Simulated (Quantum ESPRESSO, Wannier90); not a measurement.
# Wannierisation of YN (rock salt)

```
YN
1.0
    0.00000     2.44836     2.44836
    2.44836     0.00000     2.44836
    2.44836     2.44836     0.00000
Y N
1 1
Direct
  0.00000   0.00000   0.00000
  0.50000   0.50000   0.50000
```

Materials Project entry mp-2114; symmetrised, unrelaxed at this level. COD (Crystallography Open Database) has an entry of this formula and space group (matched by these alone). Method: PBEsol plane waves in Quantum ESPRESSO 7.5 (PseudoDojo norm-conserving files, 68 Ry, no spin polarisation, no spin-orbit coupling), Bloch states on a 12×12×12 mesh through Γ, Wannier90 4.0.1. Density: 12×12×12 mesh, cold smearing 0.01 Ry. The gap is small at this level and was sampled on the meshes and a path alone.

Base run: 8 functions from bands 6-22 of the 22 computed, start hydrogen-like Y: d; N: p, frozen window up to 1.62 eV relative to the valence-band maximum, outer window open. Its settings: num_cg_steps = 5, trial_step = 2 and dis_mix_ratio = 0.5 (the program's defaults), conv_tol = 1.0e-6 over 4 steps, num_iter = 800, dis_conv_tol = 1.0e-6, dis_num_iter = 1000. One of them is changed at a time.

| run | disentanglement steps | localisation steps | Ω_I (Å²) | Ω_total (Å²) | ended |
|---|---|---|---|---|---|
| base | 212 | 28 | 10.549 | 10.698 | converged |
| num_cg_steps = 20 | 212 | 19 | 10.549 | 10.698 | converged |
| conv_tol = 1.0e-10 | 212 | 64 | 10.549 | 10.698 | converged |
| dis_mix_ratio = 1.0 | 62 | 28 | 10.549 | 10.697 | converged |
